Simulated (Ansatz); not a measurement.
The following input was run with Ansatz 0.2.0.

```yaml
crystal:
  lattice:
    - [4.7498871672, 0.0, 0.0145665342]
    - [0.0, 3.368094156, 0.0]
    - [-0.0131335974, 0.0, 4.2827357642]
  atoms:
    - { symbol: Mg, position: [0.5, 0.2500002076, 0.75] }
    - { symbol: Mg, position: [0.5, 0.7499997924, 0.25] }
    - { symbol: W, position: [0.0, 0.7500072595, 0.75] }
    - { symbol: W, position: [0.0, 0.2499927405, 0.25] }
basis:
  ecutwfc: 420
kpoints:
  mp_grid: { grid: [10, 14, 10] }
hamiltonian:
  xc: pbesol
scf:
  occupations: { method: gaussian, width: 0.1 }
output:
  forces: true
  stress: true
  eigenvalues: true
relax:
  adjacent_minimum: "off"
  f_tol: 0.01
  max_steps: 30
  cell: { stress_tol: 0.1, fix: [volume] }
```

Run as
```bash
ansatz run input.yaml --threads 1 --pin off --max-ram 2560MiB --backend cpu --events-out ev --progress --plain --runs-dir out
```

Computed with DFT PBEsol, scalar-relativistic, plane waves, PAW (Ansatz).

Abridged output (iterations and final results):

```
SCF iter   1: F=—  HF=-24335.269632 eV  |F-HF|=—  |Δ(HF+E_count)|=         —  Δρ=6.87e-3  dr2=3.06e-2  ethr=1.77e-3  ⟨swp⟩=5.0  Hψ=32905  notcnv=0
SCF iter   2: F=—  HF=-24335.261466 eV  |F-HF|=—  |Δ(HF+E_count)|=   8.17e-3  Δρ=3.76e-3  dr2=1.14e-2  ethr=6.37e-5  ⟨swp⟩=1.1  Hψ=10780  notcnv=0  defer=2
SCF iter   3: F=—  HF=-24335.257783 eV  |F-HF|=—  |Δ(HF+E_count)|=   3.68e-3  Δρ=6.24e-4  dr2=6.40e-4  ethr=2.38e-5  ⟨swp⟩=2.0  Hψ=10329  notcnv=0  defer=2
SCF iter   4: F=—  HF=-24335.257622 eV  |F-HF|=—  |Δ(HF+E_count)|=   1.62e-4  Δρ=1.53e-4  dr2=2.80e-5  ethr=1.33e-6  ⟨swp⟩=2.0  Hψ=10361  notcnv=0  defer=2
SCF iter   5: F=—  HF=-24335.257606 eV  |F-HF|=—  |Δ(HF+E_count)|=   1.51e-5  Δρ=3.69e-5  dr2=1.05e-6  ethr=5.83e-8  ⟨swp⟩=2.1  Hψ=11175  notcnv=0  defer=2
SCF iter   6: F=-24335.257606 eV  HF=-24335.257606 eV  |F-HF|=1.77e-8  |Δ(HF+E_count)|=   2.54e-7  Δρ=7.66e-6  dr2=4.29e-8  ethr=2.08e-10  ⟨swp⟩=7.6  Hψ=35700  notcnv=0
SCF 1 converged in 6 iterations: F = -24335.257606 eV  dr2 = 4.29e-8
relax step   1: F+E_penalty+E_count = -24335.25760618 eV  Δ(F+E_penalty+E_count) = +0.000e0 eV  max|allowed force component| = 0.000e0 eV/Å  Δτ_max = 0.0000 Å  P = -4.236 GPa  Ω = 68.516 Å³  fix = [volume]  reactions: volume -4.236 GPa (6 SCF iters, dr2 threshold 1.00e-7 eV, accepted)
Basis set: ecut = 420 eV, 1331 PW (Γ), exchange–correlation on 64×48×60 points (8 copies of the dense FFT grid, shifted against one another)
Initial density: handed on by an earlier stage of this run
Initial wavefunctions: those handed on with the density
SCF iter   1: F=—  HF=-24335.257241 eV  |F-HF|=—  |Δ(HF+E_count)|=         —  Δρ=5.35e-4  dr2=1.04e-4  ethr=1.76e-7  ⟨swp⟩=3.0  Hψ=41961  notcnv=0
SCF iter   2: F=—  HF=-24335.257234 eV  |F-HF|=—  |Δ(HF+E_count)|=   6.89e-6  Δρ=3.16e-4  dr2=3.93e-5  ethr=1.76e-7  ⟨swp⟩=1.0  Hψ=8352  notcnv=0
SCF iter   3: F=—  HF=-24335.257227 eV  |F-HF|=—  |Δ(HF+E_count)|=   7.15e-6  Δρ=3.14e-5  dr2=6.09e-7  ethr=8.19e-8  ⟨swp⟩=2.1  Hψ=9939  notcnv=0
SCF iter   4: F=-24335.257226 eV  HF=-24335.257226 eV  |F-HF|=1.41e-8  |Δ(HF+E_count)|=   1.37e-7  Δρ=6.35e-6  dr2=3.26e-8  ethr=1.27e-9  ⟨swp⟩=2.1  Hψ=10651  notcnv=0
SCF iter   5: F=-24335.257226 eV  HF=-24335.257226 eV  |F-HF|=1.28e-9  |Δ(HF+E_count)|=   6.17e-9  Δρ=1.49e-6  dr2=1.74e-9  ethr=6.78e-11  ⟨swp⟩=2.4  Hψ=12979  notcnv=0
SCF iter   6: F=-24335.257226 eV  HF=-24335.257226 eV  |F-HF|=1.46e-10  |Δ(HF+E_count)|=  6.33e-10  Δρ=4.64e-7  dr2=1.76e-10  ethr=3.64e-12  ⟨swp⟩=1.0  Hψ=24180  notcnv=0
SCF 2 converged in 6 iterations: F = -24335.257226 eV  dr2 = 1.76e-10
relax step   2: F+E_penalty+E_count = -24335.25722642 eV  Δ(F+E_penalty+E_count) = +3.798e-4 eV  max|allowed force component| = 1.262e-28 eV/Å  Δτ_max = 0.0000 Å  P = -3.962 GPa  Ω = 68.516 Å³  energy of the carried Pulay correction = +2.676e-6 eV  fix = [volume]  (6 SCF iters, dr2 threshold 4.00e-7 eV, rejected (line search))
SCF iter   1: F=—  HF=-24335.258392 eV  |F-HF|=—  |Δ(HF+E_count)|=         —  Δρ=2.71e-4  dr2=2.72e-5  ethr=1.18e-7  ⟨swp⟩=3.1  Hψ=40667  notcnv=0
SCF iter   2: F=—  HF=-24335.258389 eV  |F-HF|=—  |Δ(HF+E_count)|=   2.39e-6  Δρ=1.60e-4  dr2=1.05e-5  ethr=5.66e-8  ⟨swp⟩=1.0  Hψ=8352  notcnv=0
SCF iter   3: F=—  HF=-24335.258386 eV  |F-HF|=—  |Δ(HF+E_count)|=   3.15e-6  Δρ=1.69e-5  dr2=2.06e-7  ethr=2.18e-8  ⟨swp⟩=2.0  Hψ=9790  notcnv=0
SCF iter   4: F=—  HF=-24335.258386 eV  |F-HF|=—  |Δ(HF+E_count)|=   1.65e-7  Δρ=3.92e-6  dr2=1.26e-8  ethr=4.29e-10  ⟨swp⟩=2.0  Hψ=11476  notcnv=0
SCF iter   5: F=—  HF=-24335.258386 eV  |F-HF|=—  |Δ(HF+E_count)|=   2.33e-9  Δρ=1.01e-6  dr2=9.34e-10  ethr=2.63e-11  ⟨swp⟩=2.0  Hψ=14986  notcnv=0
SCF iter   6: F=-24335.258386 eV  HF=-24335.258386 eV  |F-HF|=3.64e-11  |Δ(HF+E_count)|=  2.51e-10  Δρ=2.43e-7  dr2=5.32e-11  ethr=1.00e-12  ⟨swp⟩=4.6  Hψ=30697  notcnv=0
SCF 3 converged in 6 iterations: F = -24335.258386 eV  dr2 = 5.32e-11
relax step   3: F+E_penalty+E_count = -24335.25838622 eV  Δ(F+E_penalty+E_count) = -7.800e-4 eV  max|allowed force component| = 6.311e-29 eV/Å  Δτ_max = 0.0000 Å  P = -4.116 GPa  Ω = 68.516 Å³  energy of the carried Pulay correction = +1.067e-6 eV  fix = [volume]  reactions: volume -4.116 GPa (6 SCF iters, accepted)
Initial wavefunctions: pseudopotential atomic-orbital guess (no wavefunctions were taken with the density)
SCF iter   1: F=—  HF=-24335.258384 eV  |F-HF|=—  |Δ(HF+E_count)|=         —  Δρ=1.63e-5  dr2=6.29e-9  ethr=6.37e-9  ⟨swp⟩=4.1  Hψ=57169  notcnv=0
SCF iter   2: F=—  HF=-24335.258384 eV  |F-HF|=—  |Δ(HF+E_count)|=   3.72e-7  Δρ=8.24e-6  dr2=1.59e-9  ethr=1.31e-11  ⟨swp⟩=2.1  Hψ=15403  notcnv=0
SCF iter   3: F=-24335.258384 eV  HF=-24335.258384 eV  |F-HF|=5.09e-11  |Δ(HF+E_count)|=   1.35e-8  Δρ=6.52e-7  dr2=3.07e-11  ethr=3.32e-12  ⟨swp⟩=2.3  Hψ=14326  notcnv=0
SCF iter   4: F=-24335.258384 eV  HF=-24335.258384 eV  |F-HF|=0.00e0  |Δ(HF+E_count)|=  4.37e-11  Δρ=1.33e-7  dr2=4.72e-12  ethr=1.00e-12  ⟨swp⟩=1.0  Hψ=8352  notcnv=0
SCF iter   5: F=-24335.258384 eV  HF=-24335.258384 eV  |F-HF|=0.00e0  |Δ(HF+E_count)|=    0.00e0  Δρ=4.64e-8  dr2=6.97e-13  ethr=1.00e-12  ⟨swp⟩=1.0  Hψ=8352  notcnv=0
SCF iter   6: F=-24335.258384 eV  HF=-24335.258384 eV  |F-HF|=7.28e-12  |Δ(HF+E_count)|=    0.00e0  Δρ=8.61e-9  dr2=5.20e-14  ethr=1.00e-12  ⟨swp⟩=1.0  Hψ=8352  notcnv=0
SCF iter   7: F=-24335.258384 eV  HF=-24335.258384 eV  |F-HF|=3.64e-12  |Δ(HF+E_count)|=  1.09e-11  Δρ=1.29e-9  dr2=1.38e-15  ethr=1.00e-12  ⟨swp⟩=1.0  Hψ=17857  notcnv=0
SCF 4 converged in 7 iterations: F = -24335.258384 eV  dr2 = 1.38e-15
SCF converged after 7 iterations
Free energy (F): -24335.258384 eV
Harris-Foulkes:  -24335.258384 eV  (|F-HF|=3.64e-12)
Internal energy: -24335.249139 eV  (E = F + TS)
E sigma→0 (E₀):  -24335.253761 eV
Entropy (-TS):   -0.009245 eV (-2.311 meV/atom)
Fermi energy:    13.814353 eV
--- Per-component energies (eV) ---
  E_band       = -920.820950
  E_kinetic    = 1046.719046
  E_local      = -4436.708450  (includes V_loc(G=0)·N_el)
  E_nonlocal   = 200.837013
  E_hartree    = 1560.407228
  E_xc         = -585.506458
  E_vxc        = -548.819916  (∫ρ·V_xc dr)
  E_paw        = -17432.643351  (= ΣΔE_a)
  E_vpaw       = -303.662968  (= ΣTr[D̂ρ^β])
  E_aug_tail   = -0.000131  (compensation charges beyond the density's cutoff)
  E_ewald      = -4688.915345
  E_core_change = 0.561309  (= ΣΔE_core)
  E_smearing   = -0.009245  (= −TS)
--- Forces (eV/Å), atoms counted from 1 ---
  atom   1  Mg     0.00000000     0.00000000     0.00000000
  atom   2  Mg     0.00000000     0.00000000     0.00000000
  atom   3  W      0.00000000     0.00000000     0.00000000
  atom   4  W      0.00000000     0.00000000     0.00000000
--- Stress (GPa, compression-positive) ---
       -4.112986       0.000000      -0.000033
        0.000000      -4.131632       0.000000
       -0.000033       0.000000      -4.102204
  P = ⅓ Tr σ = -4.1156 GPa (-41.156 kbar)
--- Band table (eV; the first three rows and the last of 288) ---
  k-point 0: bands = ["-60.6790", "-60.6607", "-59.8019", "-59.6743", "-27.7136", "-27.6606", "-27.6027", "-27.5999", "-27.5723", "-27.5486", "-24.4738", "-24.1590", "-24.1195", "-23.9165", "-23.5828", "-23.4148", "5.6687", "9.5021", "9.7809", "11.2914", "11.4901", "13.1016", "13.1645", "13.3838", "14.3969", "16.1089", "16.9364", "17.2124", "18.4560"]
  k-point 1: bands = ["-60.6785", "-60.6612", "-59.7988", "-59.6774", "-27.7110", "-27.6591", "-27.6055", "-27.6014", "-27.5717", "-27.5492", "-24.4498", "-24.1456", "-24.1147", "-23.9215", "-23.5976", "-23.4428", "5.7785", "9.5589", "9.8908", "11.4184", "11.5051", "12.6222", "13.0176", "13.4358", "14.8180", "16.0197", "16.9207", "17.0592", "18.4818"]
  k-point 2: bands = ["-60.6772", "-60.6625", "-59.7898", "-59.6866", "-27.7032", "-27.6548", "-27.6135", "-27.6057", "-27.5700", "-27.5508", "-24.3796", "-24.1064", "-24.1004", "-23.9362", "-23.6403", "-23.5235", "6.0999", "9.6579", "10.2156", "11.5536", "11.7957", "11.8201", "12.8006", "13.5897", "15.2178", "15.7705", "16.1701", "17.3948", "17.9721"]
  k-point 287: bands = ["-60.6692", "-60.6692", "-59.7347", "-59.7347", "-27.7026", "-27.7026", "-27.5972", "-27.5972", "-27.5589", "-27.5589", "-24.4557", "-24.4557", "-24.0095", "-24.0095", "-23.4633", "-23.4633", "9.8541", "9.8541", "10.0987", "10.0987", "12.8342", "12.8342", "13.4648", "13.4648", "14.2130", "14.2130", "16.5244", "16.5244", "16.5840"]
--- Relaxed structure (3 steps of the walk, 2 accepted, 1 SCFs on fresh bases) ---
  F+E_penalty+E_count = -24335.25838399 eV   max|allowed force component| = 1.209e-28 eV/Å   (the final SCF, on the basis selected at the relaxed cell)
  cell:  # Å, volume = 68.5161 Å³
    - [4.76565481, 0.0, 0.01461471]
    - [0.0, 3.36083909, 0.0]
    - [-0.01311856, 0.0, 4.27778047]
  atoms:
    - { symbol: Mg, position: [0.5, 0.25000000, 0.75] }
    - { symbol: Mg, position: [0.49999999, 0.75000000, 0.25] }
    - { symbol: W, position: [0.0, 0.75000000, 0.75] }
    - { symbol: W, position: [0.0, 0.25, 0.24999999] }
```

The relaxation met its thresholds.

It took 90 s on 1 thread of Arm Neoverse V2, on a shared host, peak memory 0.65 GiB.

Spin–orbit coupling is left out, which can shift energies with elements as heavy as these.